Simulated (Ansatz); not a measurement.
Mo$_{3}$Ir:
```yaml
crystal:
  lattice:
    - [3.91395, 0.00000, 0.00000]
    - [0.00000, 3.91395, 0.00000]
    - [0.00000, 0.00000, 3.91395]
  atoms:
    - { symbol: Mo, position: [0.00000, 0.50000, 0.50000] }
    - { symbol: Mo, position: [0.50000, 0.50000, 0.00000] }
    - { symbol: Mo, position: [0.50000, 0.00000, 0.50000] }
    - { symbol: Ir, position: [0.00000, 0.00000, 0.00000] }
```

Relaxed with PBEsol. Special points in fractions of this cell's reciprocal vectors: Γ (0.000, 0.000, 0.000); X (0.000, 0.500, 0.000); M (0.500, 0.500, 0.000); R (0.500, 0.500, 0.500).

Problem. List the band energies nearest the Fermi level at these points for PBEsol (plane waves, PAW; program Ansatz).

Solution. In eV from the Fermi level; about four levels below and three above (degenerate sets whole), none deeper than 8.9 eV; points with the same levels are listed once.

```tsv
k	below	above
Γ	-5.31 -5.31 -5.31 -1.54 -1.54 -1.54	1.02 1.02 3.48 3.48
X	-2.29 -2.29 -1.89 -0.10	0.30 0.30 0.73
M	-2.10 -2.10 -2.01 -1.80	0.47 0.47 0.48
R	-1.77 -1.77 -1.77 -1.12 -1.12 -1.12	1.00 1.00 1.00
```

Space group Pm-3m (Cu3Au type). The cell is a constructed one: a structure type filled with these elements; neither database checked (COD, Materials Project) lists it. Whether it is the stable phase at ambient conditions was not checked. The cell was relaxed with PBEsol under the symmetry of its start; whether a distortion lowers the energy is not shown. The run is not spin-polarised. Spin–orbit coupling is left out wherever it is not named.

Potentials: the earlier of the program's two PAW sets. The files were generated under PBE; for other functionals the program regenerates the frozen cores, and for LDA and PBEsol the local potential too.
